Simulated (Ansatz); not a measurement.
Input:

P:
```yaml
crystal:
  lattice:
    - [1.65018, -5.50860, 0.00000]
    - [1.65018, 5.50860, 0.00000]
    - [0.00000, 0.00000, 4.55657]
  atoms:
    - { symbol: P, position: [0.40460, 0.59540, 0.58847] }
    - { symbol: P, position: [0.59540, 0.40460, 0.41153] }
    - { symbol: P, position: [0.90460, 0.09540, 0.91153] }
    - { symbol: P, position: [0.09540, 0.90460, 0.08847] }
```

This is the r²SCAN-relaxed structure. Tensor components refer to the Cartesian frame of this cell.

Q: All from r²SCAN in the plane-wave PAW code Ansatz, unless another level is named. Give the band gap.

A: 0.25 eV (direct).

Q: Predict the valence-band maximum.

A: at Y (k = 0.500, 0.500, 0.000).

Space group Cmce (black phosphorus). The cell was relaxed with r²SCAN under the symmetry of its start. A crystal of weakly bound layers computed without a dispersion correction: the cell and the soft elastic constants depend strongly on that.

Potentials: the later of the program's two PAW sets.
